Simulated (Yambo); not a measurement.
# Excitons in RbH

```xyz
2
Lattice="0.0000 3.0041 3.0041 3.0041 0.0000 3.0041 3.0041 3.0041 0.0000" Properties=species:S:1:pos:R:3 pbc="T T T"
H      0.0000     0.0000     0.0000
Rb     3.0041     3.0041     3.0041
```

The geometry is that of Materials Project entry mp-24721, symmetrised and not relaxed again.

BSE in Yambo on PBEsol (Quantum ESPRESSO, PseudoDojo norm-conserving, 72 Ry, with spin-orbit coupling) bands: 6×6×6 mesh, 2 valence and 12 conduction bands, static screening with 48 bands and a 4 Ry block, scissor 2.51 eV, Tamm-Dancoff; field along x.

```
state  energy (eV)  states within 2 meV  relative strength   class    main transitions
-----  -----------  -------------------  -----------------  ------  ------------------
1             4.31                    5             < 0.01    dark  several band pairs
2             4.32                    3             < 0.01    dark  several band pairs
3             4.32                    1             < 0.01    dark  several band pairs
4             4.50                    3               1.00  strong  several band pairs
5             4.59                    3             < 0.01    dark  several band pairs
6             4.59                    1             < 0.01    dark  several band pairs
7             4.89                    5             < 0.01    dark  several band pairs
8             4.89                    3             < 0.01    weak  several band pairs
```

These are vertical excitations (zero momentum). The direct quasiparticle gap on this mesh is 5.24 eV; counted from there, state 1 is bound by 0.92 eV. Convergence with the mesh was not shown.

Strengths are relative to the strongest of the lowest states of this run; strong means a line over 3 % of the spectrum's maximum, dark under 0.03 %. Absolute energies carry the error of the G0W0 scissor, whose convergence isn't established.
